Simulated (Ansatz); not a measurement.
La (dhcp (α-La type), P6_3/mmc), a = b = 3.775 Å, c = 12.063 Å, α = β = 90.00°, γ = 120.00°.

Relaxed with r²SCAN.

### Question
Which orbitals make up the states near the Fermi level in DFT-r²SCAN in the program Ansatz with PAW potentials?

### Answer
Within 0.5 eV of the Fermi level: La 5d 79 %, La 4f 11 %, La 6s 6 %. Projections are on Löwdin-orthogonalised atomic valence shells; empty p or d shells of many metals are not among them.

### Question
Tabulate the density of states.

### Answer
States/eV per cell of 4 atoms, in 0.25 eV bins, energy from the Fermi level.

```csv
E (eV),total,La 5d,La 4f,La 6s
-3.45,0.00,0.00,0.00,0.00
-3.20,0.10,0.00,0.00,0.09
-2.95,0.24,0.00,0.00,0.20
-2.70,0.35,0.01,0.00,0.29
-2.45,0.47,0.02,0.00,0.38
-2.20,0.62,0.05,0.00,0.49
-1.95,1.45,0.64,0.01,0.69
-1.70,4.63,3.08,0.05,1.26
-1.45,6.39,4.54,0.10,1.44
-1.20,7.65,5.96,0.21,1.17
-0.95,6.72,5.42,0.22,0.82
-0.70,6.73,5.66,0.28,0.53
-0.45,5.48,4.63,0.31,0.32
-0.20,5.18,4.30,0.41,0.24
0.05,6.80,5.34,0.71,0.42
0.30,5.94,4.33,0.94,0.42
0.55,6.16,4.38,1.18,0.36
0.80,7.67,5.10,1.75,0.47
1.05,7.91,4.90,2.10,0.48
1.30,7.19,3.89,2.51,0.46
```

Symmetry was held in the r²SCAN relaxation. Axis ratios of metals converge slowly with the k-mesh, so a and c are less sure than the volume. Spin–orbit coupling is left out wherever it is not named.

Potentials: the earlier of the program's two PAW sets.
